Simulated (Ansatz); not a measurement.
An Ansatz (a quantum-chemistry and plane-wave program) run. Input:

Ansatz 0.2 input:
```yaml
crystal:
  lattice:
    - [5.4247346694, 0.0, 0.0]
    - [-2.7123673347, 4.6979580325, 0.0]
    - [0.0, 0.0, 4.2027329657]
  atoms:
    - { symbol: La, position: [0.0, 0.0, 0.0] }
    - { symbol: Zn, position: [0.3333333333, 0.6666666667, 0.0] }
    - { symbol: Zn, position: [0.6666666667, 0.3333333333, 0.0] }
    - { symbol: Zn, position: [0.5, 0.0, 0.5] }
    - { symbol: Zn, position: [0.5, 0.5, 0.5] }
    - { symbol: Zn, position: [0.0, 0.5, 0.5] }
kpoints:
  mp_grid: { grid: [9, 9, 10] }
hamiltonian:
  xc: r2scan
  pseudopotentials: { kind: paw }
scf:
  occupations: { method: gaussian, width: 0.1 }
checkpoint: { read: metal.run }
output: { write_density: true, elf: true, volumetric_format: npy }
basis: { fft_grid_basis: typed }
```

Output (shortened):

```
Pseudopotentials: kind: paw
Pseudopotential: La, paw, valence charge 11
Pseudopotential: Zn, paw, valence charge 12
Functional definition: r2SCAN
Crystal: 6 atoms, lattice volume = 107.107 Å³
Basis set: ecut = 500 eV, 2727 PW (Γ), exchange–correlation on 160×160×128 points (64 copies of the dense FFT grid, shifted against one another)
Bands: 43, of which v1, the nominal top of the filled ones, is band 36 counted from 1 (35 counted from 0)
Symmetry: 24 space group operations
Space group: P6/mmm (ITA 191), of the structure as read, at distance tolerance 4.7e-5 Å
k-points: 72 of 810
PAW frozen core: La, regenerated for the run's functional
PAW frozen core: Zn, regenerated for the run's functional
Initial density: read from a saved state, or passed on in memory by an earlier SCF of this step, an earlier step, the calling program or the single point that …
Stability of the state it starts from, as read at its close in the unpolarized treatment …
Initial wavefunctions: pseudopotential atomic-orbital guess
Eigensolver: davidson
Functional: x = r2scan, c = r2scan; τ floored in thin density (d = 2e-4 eV/Å³)
iter 1 solved again at ethr=2.92e-8 eV; its pass at ethr=3.10e-3 eV (dr2=2.07e-5 eV) is discarded
SCF iter   1: F=—  HF=-22895.113770 eV  |F-HF|=—  |Δ(HF+E_count)|=         —  Δρ=1.69e-7  dr2=2.36e-11  dr2_τ=2.02e-12  ethr=2.92e-8  ⟨swp⟩=3.3  Hψ=22441  notcnv=0
all-band conjugate gradients solve this SCF's bands
preconditioner: auto → Kerker (q_TF=auto, 2.548 Å⁻¹)
SCF iter   2: F=-22895.113770 eV  HF=-22895.113770 eV  |F-HF|=7.28e-12  |Δ(HF+E_count)|=   2.92e-9  Δρ=9.13e-8  dr2=6.97e-12  dr2_τ=1.27e-12  ethr=1.00e-12  ⟨swp⟩=6.7  Hψ=13325  notcnv=0
SCF 1 converged in 2 iterations: F = -22895.113770 eV  dr2 = 6.97e-12
SCF converged after 2 iterations
Free energy (F): -22895.113770 eV
Harris-Foulkes:  -22895.113770 eV  (|F-HF|=7.28e-12)
Internal energy: -22895.101128 eV  (E = F + TS)
E sigma→0 (E₀):  -22895.107449 eV
Entropy (-TS):   -0.012642 eV (-2.107 meV/atom)
Fermi energy:    11.530186 eV
--- Per-component energies (eV) ---
  E_band       = 217.732644
  E_kinetic    = 846.286678
  E_local      = -8763.660850  (includes V_loc(G=0)·N_el)
  E_nonlocal   = 3155.946461
  E_hartree    = 3732.039657
  E_xc         = -757.416355
  E_vxc        = -437.813236  (∫ρ·V_xc dr)
  E_paw        = -14662.302245  (= ΣΔE_a)
  E_vpaw       = -2071.629212  (= ΣTr[D̂ρ^β])
  E_aug_tail   = -0.000223  (compensation charges beyond the density's cutoff)
  E_vtau       = 24.523801  (kinetic-family band-sum trace: ∫τ·v_τ [+ j·A + Jᵃ·Aᵃ] dr)
  E_ewald      = -6445.149670
  E_core_change = -0.844581  (= ΣΔE_core)
  E_smearing   = -0.012642  (= −TS)
  E_closure    =  0.000000  (closes the sum)
  Σ components = -22895.113770   (vs F -22895.113770, Δ=0.00e0)
  [band-id]    e_kinetic+e_local+e_nonlocal+2·e_hartree+e_vxc+e_vpaw+e_augmentation_tail+e_vtau = 217.732732   (vs E_band 217.732644, Δ=8.76e-5)
--- Band table (eV; the first three rows and the last of 72) ---
  k-point 0: bands = ["-22.3062", "-5.7341", "-5.7341", "-5.4135", "1.5755", "3.0789", "3.2770", "3.2770", "3.3945", "3.3945", "3.4633", "3.5926", "3.5926", "3.6158", "3.6464", "3.6464", "3.7814", "3.8472", "3.8472", "4.0578", "4.0919", "4.0919", "4.2286", "4.2545", "4.2545", "4.2783", "4.2783", "4.5808", "4.5808", "4.6122", "7.6276", "8.4635", "8.4635", "10.3497", "10.7229", "11.5222", "11.5222", "13.8055", "13.8055", "13.8653", "13.9353", "13.9353", "13.9859"]
  k-point 1: bands = ["-22.3045", "-5.7308", "-5.7308", "-5.4454", "1.6699", "3.1074", "3.3012", "3.3012", "3.3156", "3.4031", "3.4031", "3.4795", "3.4795", "3.7470", "3.7470", "3.7755", "3.7944", "3.8248", "3.8248", "4.0384", "4.1166", "4.1166", "4.2274", "4.2741", "4.2741", "4.2819", "4.2819", "4.5471", "4.5471", "4.6122", "7.7051", "8.5155", "8.5155", "9.2572", "11.3597", "11.3597", "11.6178", "13.7327", "13.7327", "13.8690", "13.9051", "13.9377", "13.9377"]
  k-point 2: bands = ["-22.3000", "-5.7224", "-5.7224", "-5.5274", "1.9402", "3.1422", "3.1951", "3.3329", "3.3329", "3.3718", "3.3718", "3.4619", "3.4619", "3.7801", "3.7801", "3.8121", "3.8121", "3.8240", "3.9787", "3.9887", "4.1627", "4.1627", "4.2240", "4.2816", "4.2816", "4.3477", "4.3477", "4.4565", "4.4565", "4.6122", "7.9287", "7.9376", "8.6707", "8.6707", "11.0012", "11.0012", "12.5339", "13.4215", "13.4215", "13.4758", "13.8787", "13.9507", "13.9507"]
  k-point 71: bands = ["-22.2863", "-5.7408", "-5.7408", "-5.7070", "3.2415", "3.2415", "3.2760", "3.3116", "3.3116", "3.4202", "3.4984", "3.5617", "3.5617", "3.6730", "3.6730", "3.8972", "3.9421", "3.9421", "4.0165", "4.0668", "4.1445", "4.1445", "4.1529", "4.1529", "4.1719", "4.2798", "4.3573", "4.3830", "4.3830", "5.6580", "5.6580", "7.0305", "7.0305", "9.4817", "9.5793", "12.5132", "12.5132", "13.3640", "13.3640", "13.7612", "13.8174", "13.9063", "14.0706"]
  band table: 43 of 43 bands, residual norms ≤ 1.0e-3 eV
```

Cost: about 16 core-seconds (a rough figure) on shared cores.

The workflow started from an entry of the Crystallography Open Database (COD, 296 K). Its standing as an ambient phase is unchecked. The r²SCAN relaxation kept the symmetry of its start; whether a distortion lowers the energy is not shown. Axis ratios of metals converge slowly with the k-mesh, so a and c are less sure than the volume. Spin–orbit coupling is left out wherever it is not named.

Potentials: the later of the program's two PAW sets.

Ansatz is a plane-wave DFT program.
